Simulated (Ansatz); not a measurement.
BAs:
```xyz
4
Lattice="3.1590 0.0000 0.0000 0.0000 3.1590 0.0000 0.0000 0.0000 5.7040" Properties=species:S:1:pos:R:3 pbc="T T T"
B      1.5795     0.0000     0.0000
B      0.0000     1.5795     2.8520
As     1.5795     1.5795     1.4260
As     1.5795     1.5795     4.2780
```

Relaxed with r²SCAN. Special points in fractions of this cell's reciprocal vectors: Γ (0.000, 0.000, 0.000); X (0.000, 0.500, 0.000); M (0.500, 0.500, 0.000); Z (0.000, 0.000, 0.500); R (0.000, 0.500, 0.500); A (0.500, 0.500, 0.500).

**Question.** List the band energies nearest the Fermi level at these points for DFT-r²SCAN in the program Ansatz with PAW potentials.

**Answer.** In eV from the Fermi level; about four levels below and three above (degenerate sets whole), none deeper than 8.9 eV; points with the same levels are listed once.

```tsv
k	below	above
Γ	-2.91 -2.91 -1.73	2.02 2.03 2.03
X	-8.80 -6.05 -3.30 -1.89	1.10 3.09 3.15
M	-7.38 -5.07 -5.07 -2.49	0.13 0.69 0.69
Z	-2.37 -2.37 -0.66 -0.66	3.38 3.38 4.77 4.77
R	-4.82 -3.56 -1.68 -0.65	1.98 2.25 3.19
A	-2.13 -2.13 -1.53 -1.53	3.83 3.83 3.96 3.96
```

Space group P4_2/mmc. The cell is a constructed one: a structure type filled with these elements; neither database checked (COD, Materials Project) lists it. It is not the phase usual at ambient conditions (space group No. 216). The r²SCAN relaxation kept the symmetry of its start; its stability against distortions is not shown here. Spin–orbit coupling is left out wherever it is not named.

Potentials: the later of the program's two PAW sets.
